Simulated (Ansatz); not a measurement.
**SrCdSiS4: a ladder of calculations**

Cell of run 1: a structure deposited in the COD, taken as it stands.

```cif
data_SrCdSiS4
_symmetry_space_group_name_H-M 'Ama2'
_symmetry_Int_Tables_number 40
_cell_length_a 10.2821
_cell_length_b 10.1551
_cell_length_c 6.3699
_cell_angle_alpha 90.000
_cell_angle_beta 90.000
_cell_angle_gamma 90.000
loop_
_atom_site_label
_atom_site_type_symbol
_atom_site_symmetry_multiplicity
_atom_site_Wyckoff_symbol
_atom_site_fract_x
_atom_site_fract_y
_atom_site_fract_z
Sr Sr 4 a 0.0000 0.0000 0.0000
Cd Cd 4 b 0.7500 0.8309 0.4430
Si Si 4 b 0.7500 0.2178 0.4879
S7 S 8 c 0.4166 0.7754 0.6887
S11 S 4 b 0.7500 0.8972 0.8119
S13 S 4 b 0.7500 0.0662 0.2620
```

One atom of each set is listed; the run and its k-mesh use a cell of 14 atoms with edges of 10.28, 5.99, 5.99 Å.

Relaxed positions (PBE, cell held):

Sr (0.0000, 0.0000, 0.0018)
Cd (0.7500, 0.8326, 0.4414)
Si (0.7500, 0.2177, 0.4889)
S7 (0.4181, 0.7755, 0.6888)
S11 (0.7500, 0.8997, 0.8133)
S13 (0.7500, 0.0664, 0.2592)

All runs are DFT with Ansatz 0.2.0 (plane waves and PAW, scalar-relativistic unless spin–orbit coupling is named, Γ-centred meshes, Fermi–Dirac smearing where given) in this cell.

Run 1: PBE, atoms as given; 420 eV, 3×5×5 k-points, smearing 0.02 eV.
Run 2: PBE, atoms relaxed; 420 eV, 3×5×5 k-points, smearing 0.02 eV.
Run 3: r2SCAN, at the relaxed atoms; 500 eV, 3×5×5 k-points, smearing 0.02 eV.

| run | Cd V_zz (η) | S7 V_zz (η) | S11 V_zz (η) | S13 V_zz (η) |
| --- | --- | --- | --- | --- |
| 1 | -11.07 (0.14) | 9.11 (0.76) | 9.53 (0.94) | 9.77 (0.54) |
| 2 | ? | ? | ? | ? |
| 3 | -11.66 (0.08) | 9.47 (0.73) | 9.90 (0.88) | 9.95 (0.52) |

V_zz in 10²¹ V/m²; 4 of the 6 sets of like atoms are followed.

Question: Estimate the row of run 2.

Answer: Cd: -10.42 (0.07); S7: 9.33 (0.78); S11: 9.72 (0.96); S13: 10.06 (0.57). It lies nearest to run 1, from whose tensors on these sites it differs by 0.76 at most (largest principal value of the difference, on Cd). Taken one at a time, the functional (r2SCAN with its higher cutoff) moves the tensors on these sites by up to 1.25 (largest principal value of the change, on Cd), the positions of the atoms (as given or relaxed) by 0.76 (Cd).

Without spin–orbit coupling (the program notes it for Cd) the gradients are little affected as a rule: paired runs on crystals with a gap mostly move them by under 2 % at such atoms. In run 1 the atoms aren't at the calculated equilibrium (largest force 0.32 eV/Å).
